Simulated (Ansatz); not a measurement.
Given:

CdSe₂:
Space group Pa-3 (No. 205); a = 6.6794 Å, b = 6.6794 Å, c = 6.6794 Å, α = 90.00°, β = 90.00°, γ = 90.00°

```json
[
 {"atom": "Cd", "site": "4a", "symmetry": ".-3.", "x": "0.0000", "y": "0.0000", "z": "0.0000"},
 {"atom": "Se", "site": "8c", "symmetry": ".3.", "x": "0.3976", "y": "0.3976", "z": "0.3976"}
]
```

This is the r²SCAN-relaxed structure.

### Question
All from r²SCAN in the plane-wave PAW code Ansatz, unless another level is named. Predict the smallest direct gap on the standard path.

### Answer
1.22 eV.

### Question
Give the conduction-band minimum.

### Answer
on the Γ–R line, 36 % of the way from Γ (8 equivalent valleys).

### Question
Predict the valence-band maximum.

### Answer
at Γ.

The first step of the workflow began from a Materials Project structure, measured or hypothetical; the Crystallography Open Database copy checked does not list it. Its standing as an ambient phase is unchecked. Symmetry was held in the r²SCAN relaxation; its stability against distortions is not shown here. Spin–orbit coupling is left out wherever it is not named.

Potentials: the earlier of the program's two PAW sets.
